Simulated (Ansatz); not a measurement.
The start is a relaxed Bi cell deformed by the Cartesian strain tensor (xx, yy, zz, yz, xz, xy) = (-0.071, 0.153, -0.050, -0.010, -0.007, -0.051). A full variable-cell relaxation at zero pressure is run with PBE (plane waves to 420 eV, PAW, scalar-relativistic; Ansatz, an electronic-structure program). The first steps use a coarse 9×9×8 k-mesh.

Initial structure:
```
CELL_PARAMETERS angstrom
      2.03261     1.36776     3.82615
     -2.22435     1.60145     3.85822
      0.10652    -3.09096     3.88187
ATOMIC_POSITIONS crystal
  Bi 0.23363 0.23363 0.23363
  Bi 0.76637 0.76637 0.76637
```

Q: Which atoms feel the largest initial force, and how large is it?

A: 0.41 eV/Å, on Bi1, Bi2 (atoms numbered as listed).

Q: By how much does the energy per atom fall from start to end?

A: 0.14 eV/atom.

Q: How does the volume change?

A: -1.4 %, from 37.45 to 36.91 Å³/atom.

Q: Does it find its way back to the structure it was made from?

A: The parent structure is recovered, R-3m (No. 166).

Q: How do the shortest distances between atoms change?

A: The closest pairs of elements (up to four, under 3.6 Å), start → end: Bi–Bi 2.97 → 3.11 Å.

Q: Is the relaxed structure metallic? Give its gap.

A: No gap (metallic).

The end point of the relaxation:

Space group R-3m, hexagonal axes (No. 166); a = 4.582 Å, b = 4.582 Å, c = 12.181 Å, α = 90.00°, β = 90.00°, γ = 120.00°

```tsv
atom	site	symmetry	x	y	z
Bi	6c	3m	0.0000	0.0000	0.2336
```
(The calculation used a cell of 2 atoms; values per cell refer to that cell.)

Final values are on a 12×12×12 k-mesh of the relaxed cell. No spin polarisation in the result.

The run could not lose the symmetry of its start.
